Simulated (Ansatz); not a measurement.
Input, command and steps of an Ansatz relaxation.

```yaml
crystal:
  lattice:
    - [6.5103881795, 0.0, 0.0]
    - [-3.2551940897, 5.6381615519, 0.0]
    - [0.0, 0.0, 3.9500853549]
  atoms:
    - { symbol: Tl, position: [0.0, 0.5, 0.0] }
    - { symbol: Tl, position: [0.5, 0.0, 0.0] }
    - { symbol: Tl, position: [0.5, 0.5, 0.0] }
    - { symbol: Pt, position: [0.0, 0.0, 0.0] }
    - { symbol: Pt, position: [0.6666666667, 0.3333333333, 0.5] }
    - { symbol: Pt, position: [0.3333333333, 0.6666666667, 0.5] }
basis:
  ecutwfc: 420
kpoints:
  mp_grid: { grid: [6, 6, 10] }
hamiltonian:
  xc: pbe
scf:
  occupations: { method: gaussian, width: 0.1 }
output:
  forces: true
  stress: true
  eigenvalues: true
relax:
  adjacent_minimum: "off"
  f_tol: 0.01
  max_steps: 30
  cell: { stress_tol: 0.1, fix: [volume] }
```

```bash
ansatz run input.yaml --threads 2 --pin off --max-ram 5120MiB --backend cpu --events-out ev --progress --plain --runs-dir out
```

The calculation used DFT PBE, scalar-relativistic, plane waves, PAW in Ansatz 0.2.0.

The volume is held at 0.97 times that of the relaxed cell.

Of 5 frames 4 are shown, positions in Å and forces in eV/Å; the SCF threshold varies from step to step. Steps run on the plane waves of an earlier cell, with a Pulay correction in the pressure. The basis is chosen afresh for the last frame, the zero of the energies, and at times for earlier ones too; energy and pressure step there, also at an unchanged geometry.

```xyz
6
Lattice="6.5104 0.0000 0.0000 -3.2552 5.6382 0.0000 0.0000 0.0000 3.9501" Properties=species:S:1:pos:R:3:forces:R:3 pbc="T T T" step=1 free_energy_over_end_meV_per_atom=2.37 pressure_GPa=2.36
Tl   -1.6276    2.8191    0.0000    0.0000    0.0000    0.0000
Tl    3.2552    0.0000    0.0000    0.0000    0.0000    0.0000
Tl    1.6276    2.8191    0.0000    0.0000    0.0000    0.0000
Pt    0.0000    0.0000    0.0000    0.0000    0.0000    0.0000
Pt    3.2552    1.8794    1.9750    0.0000    0.0000    0.0000
Pt    0.0000    3.7588    1.9750    0.0000    0.0000    0.0000
6
Lattice="6.4763 0.0000 0.0000 -3.2382 5.6087 0.0000 0.0000 0.0000 3.9917" Properties=species:S:1:pos:R:3:forces:R:3 pbc="T T T" step=2 free_energy_over_end_meV_per_atom=1.00 pressure_GPa=1.99
Tl   -1.6191    2.8043    0.0000    0.0000    0.0000    0.0000
Tl    3.2382    0.0000    0.0000    0.0000    0.0000    0.0000
Tl    1.6191    2.8043    0.0000    0.0000    0.0000    0.0000
Pt    0.0000    0.0000    0.0000    0.0000    0.0000    0.0000
Pt    3.2382    1.8696    1.9959    0.0000    0.0000    0.0000
Pt    0.0000    3.7391    1.9959    0.0000    0.0000    0.0000
6
Lattice="6.4041 0.0000 0.0000 -3.2020 5.5461 0.0000 0.0000 0.0000 4.0823" Properties=species:S:1:pos:R:3:forces:R:3 pbc="T T T" step=3 free_energy_over_end_meV_per_atom=0.11 pressure_GPa=1.26
Tl   -1.6010    2.7730    0.0000    0.0000    0.0000    0.0000
Tl    3.2020    0.0000    0.0000    0.0000    0.0000    0.0000
Tl    1.6010    2.7730    0.0000    0.0000    0.0000    0.0000
Pt    0.0000    0.0000    0.0000    0.0000    0.0000    0.0000
Pt    3.2020    1.8487    2.0412    0.0000    0.0000    0.0000
Pt    0.0000    3.6974    2.0412    0.0000    0.0000    0.0000
6
Lattice="6.4218 0.0000 0.0000 -3.2109 5.5614 0.0000 0.0000 0.0000 4.0599" Properties=species:S:1:pos:R:3:forces:R:3 pbc="T T T" step=5 free_energy_over_end_meV_per_atom=0.00 pressure_GPa=1.43
Tl   -1.6054    2.7807    0.0000    0.0000    0.0000    0.0000
Tl    3.2109    0.0000    0.0000    0.0000    0.0000    0.0000
Tl    1.6054    2.7807    0.0000    0.0000    0.0000    0.0000
Pt    0.0000    0.0000    0.0000    0.0000    0.0000    0.0000
Pt    3.2109    1.8538    2.0299    0.0000    0.0000    0.0000
Pt    0.0000    3.7076    2.0299    0.0000    0.0000    0.0000
```

It took 40 s on 2 threads of Oxide Virtual Turin-like Processor (Zen 5), with other jobs on the host, peak memory 0.64 GiB.

Spin–orbit coupling is left out, which can shift energies with elements as heavy as these.